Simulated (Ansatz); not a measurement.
A geometry of HgTe away from equilibrium: the start of the relaxation of a generated cell, HgTe built in the tenorite structure type. Calculation: PBE (plane waves to 420 eV, PAW, scalar-relativistic; Ansatz, an electronic-structure program). Γ-centred k-mesh 5×5×3 on the run's cell (coarser than for final values), Fermi–Dirac smearing 0.05 eV.

```xyz
4
Lattice="3.7577 -2.7461 0.0000 3.7577 2.7461 0.0000 -1.3639 0.0000 8.1157" Properties=species:S:1:pos:R:3:forces:R:3 pbc="T T T" free_energy=-41590.607 pressure_GPa=-3.6
Hg     1.8789     1.3731     0.0000    0.0000    0.0000    0.0000
Hg     1.1969    -1.3731     4.0578    0.0000    0.0000    0.0000
Te     3.4168    -0.4482     2.0289    0.0000    0.3400    0.0000
Te     2.7348     0.4482     6.0868    0.0000   -0.3400    0.0000
```

Positions in Å, forces in eV/Å, free energy of the cell in eV (comparable only within this code, potentials and settings). Largest force: 0.34 eV/Å, on Te3, Te4 (atoms numbered as listed); the geometry lies 0.22 eV/atom above the end of its relaxation.

No spin polarisation in the result. No dispersion correction is included, so spacings between layers, chains or molecules are soft and tend to come out too large.

The run could not lower the symmetry of its start; a shaken copy of this end point relaxes with PBE to F-43m (No. 216), 0.11 eV/atom lower.

The end of the path is a generated cell of HgTe: the first start was made by placing the elements on the sites of a structure type, and the end was not matched to a known phase here, so it may be hypothetical. Known forms of HgTe include space group No. 216.
